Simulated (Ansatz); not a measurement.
**What DFT gives for WSe**

```
W Se
1.0
     2.79138    2.64695    0.00000
     2.79138   -2.64695    0.00000
     0.96070    0.00000  -15.47680
W Se
2 2
Direct
  0.72130 0.72130 0.59435
  0.27870 0.27870 0.40565
  0.23790 0.23790 0.56550
  0.76210 0.76210 0.43450
```

Level: r2SCAN, no spin polarisation; 500 eV; 9×9×3 Γ-centred mesh; fermi-dirac occupations (width 0.1 eV); Ansatz 0.2.0, fixed geometry.

Task: Is there a gap?

Result: It is a metal, with about 8.3 states/eV a cell as the mean within 0.25 eV of the Fermi level, mostly W d (92 %).

Task: What do density and ELF say about some of the short contacts?

Result: W–Se at 2.48 Å: least valence density 0.61 e/Å³ and ELF 0.41 there. Both are smooth PAW fields, read partly inside the augmentation spheres.

Task: What does the stress say?

Result: The pressure is -5.5 GPa (compression positive), so with the atoms held at these fractions the cell would first shrink. The principal stresses -8.8, -7.9, 0.1 GPa differ, so its shape would change too.

Task: Which atom feels the largest force, and which way?

Result: The largest is on Se3 (and as large on other atoms): 0.45 eV/Å, components (0.12, 0.00, -0.43). It makes 162° with the line to a nearest neighbour, W2 at 2.48 Å, pointing away from it.

Origin: a known structure type with other elements, at an estimated volume, so it need not be a known compound. Caveats: the exchange-correlation potential is rough where the density is thin; many states at the Fermi level without spin polarisation, so a magnetic state may lie lower.
